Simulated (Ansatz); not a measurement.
Starting cell, HfO$_{2}$ (tetragonal-ZrO2 type, space group P4_2/nmc):

```
HfO2
1.0
    3.56753     0.00000     0.00000
    0.00000     3.56753     0.00000
    0.00000     0.00000     5.16669
Hf O
2 4
Cartesian
  0.00000   0.00000   0.00000
  1.78377   1.78377   2.58335
  0.00000   1.78377   1.03385
  0.00000   1.78377   3.61720
  1.78377   0.00000   1.54950
  1.78377   0.00000   4.13284
```

In this cell atom 6 (O, nearest neighbour Hf at 2.062 Å; its periodic images, 3.6 Å or more away, move with it) is moved by s along Cartesian [110], unit vector (0.707, 0.707, 0.000); all other atoms and the cell stay fixed.

All values below come from PBEsol (plane waves to 420 eV, PAW, scalar-relativistic; Ansatz, an electronic-structure program). k mesh 8×8×5 (Γ-centred), Fermi-Dirac smearing 0.05 eV. Energies are smeared free energies. Compression counts positive. Left out: 4 of 11 points, with atoms too close for the PAW data. F∥ is the force on the atom along that direction. F⊥ is the part of the force across the line. HfO2 is run without spin polarisation. HfO2 was relaxed with its symmetry unable to fall. Spin-orbit coupling is left out, though Hf is heavy. The PAW data are Ansatz's earlier set. This is a high-temperature form of HfO2. The zero of ΔE is the undisplaced structure.

| s (Å) | ΔE (meV/cell) | |F⊥| (eV/Å) | F∥ (eV/Å) | P (GPa) |
|---|---|---|---|---|
| -0.372 | 866 | 2.728 | 4.784 | 5.99 |
| -0.248 | 379 | 1.674 | 3.095 | 2.68 |
| -0.124 | 94 | 0.791 | 1.518 | 0.67 |
| 0.000 | 0 | 0.000 | 0.000 | 0.00 |
| 0.124 | 94 | 0.791 | -1.518 | 0.67 |
| 0.248 | 379 | 1.674 | -3.095 | 2.68 |
| 0.372 | 866 | 2.728 | -4.784 | 5.99 |

Derived quantities:

| Property | Result |
|---|---|
| Energy at s = 0.372 Å | 866 meV/cell |
| Force along the line at s = -0.372 Å | 4.78 eV/Å |
| Symmetry of the curve | even: the same for both signs |
| Shape of the curve | a single well with its minimum at or next to zero displacement |
| Force constant k = d²E/ds² at s = 0 (finite differences) | 12.2 eV/Å² |
| Harmonic estimate at the end of the scan | ½ks² = 842 meV/cell against the computed 866 meV/cell, so the well is close to harmonic there |

The 11 points together took about 10 core-minutes (a rough figure).

(A displaced cell: forces are minus the slopes of the energy, force constants its curvatures, and phonons follow from these.)
